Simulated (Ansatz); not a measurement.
SiO₂:
```cif
data_O8Si4
_chemical_formula_sum 'Si4 O8'
_space_group_name_H-M_alt 'P 1'
_space_group_IT_number 1
_cell_length_a 5.03402
_cell_length_b 5.03402
_cell_length_c 8.25280
_cell_angle_alpha 90.000
_cell_angle_beta 90.000
_cell_angle_gamma 58.999
loop_
_space_group_symop_operation_xyz
  'x, y, z'
loop_
_atom_site_label
_atom_site_type_symbol
_atom_site_fract_x
_atom_site_fract_y
_atom_site_fract_z
_atom_site_occupancy
Si1 Si 0.33996 0.33099 0.93736 1
Si2 Si 0.66901 0.66004 0.06264 1
Si3 Si 0.33996 0.33099 0.56264 1
Si4 Si 0.66901 0.66004 0.43736 1
O1 O 0.60366 0.39634 0.00000 1
O2 O 0.60366 0.39634 0.50000 1
O3 O 0.46436 0.96792 0.54309 1
O4 O 0.03208 0.53564 0.45691 1
O5 O 0.46436 0.96792 0.95691 1
O6 O 0.03208 0.53564 0.04309 1
O7 O 0.57511 0.73919 0.25000 1
O8 O 0.26081 0.42489 0.75000 1
```

Relaxed with LDA.

Question: Give the optical modes at the zone centre with their infrared activity from DFPT, LDA (plane waves, PAW; program Ansatz).

Answer: Transverse frequencies, without the LO–TO term; a row sums one degenerate level.

```
ω (cm⁻¹)  degeneracy  IR ((D/Å)²/amu)     activity  symmetry
--------  ----------  ---------------  -----------  --------
30                 1             0.00  IR-inactive        A2
59                 1             0.02           IR        B1
89                 1             0.05           IR        B2
123                1             0.10           IR        A1
199                1             0.00  IR-inactive        A2
273                1             0.39           IR        A1
276                1             0.08           IR        B2
290                1             0.06           IR        B1
318                1             0.03           IR        A1
321                1             0.00  IR-inactive        A2
360                1             0.04           IR        B2
375                1             0.02           IR        B2
409                1             3.05           IR        B1
410                1             0.91           IR        A1
428                1             0.00  IR-inactive        A2
436                1            16.17           IR        B2
441                1            12.49           IR        B1
456                1            12.80           IR        A1
487                1             0.00  IR-inactive        A2
717                1             0.27           IR        B2
771                1             0.00  IR-inactive        A2
771                1             0.74           IR        A1
777                1             3.43           IR        B1
781                1             4.67           IR        A1
804                1             2.17           IR        B2
1082               1             0.94           IR        B1
1084               1            58.67           IR        B2
1094               1            57.88           IR        B1
1094               1             0.00  IR-inactive        A2
1097               1            56.99           IR        A1
1129               1             0.96           IR        B1
1181               1             0.08           IR        B2
1206               1             0.00  IR-inactive        A2
```

Question: How high does the top mode go among those that the LO–TO term moves?

Answer: 1242 cm⁻¹ for q along x, 1231 cm⁻¹ for q along y, 1240 cm⁻¹ for q along z.

Space group Ama2. The first step of the workflow began from a Materials Project structure, measured or hypothetical; the Crystallography Open Database copy checked does not list it. It is not the phase usual at ambient conditions (space group No. 92, 152, 154). Symmetry was held in the LDA relaxation; phonons on a q-mesh show no instability.

Potentials: the later of the program's two PAW sets.
